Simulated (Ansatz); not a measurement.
MoIr:
```
MoIr
1.0
    2.73568     0.00000     0.00000
    0.00000     2.73568     0.00000
    0.00000     0.00000     3.88338
Ir Mo
1 1
Direct
  0.00000   0.00000   0.00000
  0.50000   0.50000   0.50000
```

Relaxed with PBEsol. Special points in fractions of this cell's reciprocal vectors: Γ (0.000, 0.000, 0.000); X (0.000, 0.500, 0.000); M (0.500, 0.500, 0.000); Z (0.000, 0.000, 0.500); R (0.000, 0.500, 0.500); A (0.500, 0.500, 0.500).

**Question.** List the band energies nearest the Fermi level at these points for PBEsol (plane waves, PAW; program Ansatz).

**Answer.** In eV from the Fermi level; about four levels below and three above (degenerate sets whole), none deeper than 8.9 eV; points with the same levels are listed once.

```csv
k,below,above
Γ,-2.64 -2.64 -2.21 -0.16,0.41 2.97 3.26
X,-3.02 -2.60 -1.99 -1.03,0.11 1.46 3.34
M,-6.82 -6.75 -6.17 -6.17,1.80 1.86 2.98 2.98
Z,-2.57 -1.41 -1.41 -0.60,0.13 0.77 0.77
R,-3.36 -2.92 -2.61 -1.82,0.15 0.86 1.77
A,-4.04 -4.04 -2.96 -2.96 -1.59,1.01 1.81 4.78
```

Space group P4/mmm (L1₀ or tetragonal B2). The start of the workflow was typed in or built on a structure type; neither database checked (COD, Materials Project) lists it. COD files the formula under space group No. 51. Its standing as an ambient phase is unchecked. The cell was relaxed with PBEsol under the symmetry of its start; its stability against distortions is not shown here. No spin polarisation was allowed. Spin–orbit coupling is left out wherever it is not named.

Potentials: the later of the program's two PAW sets.
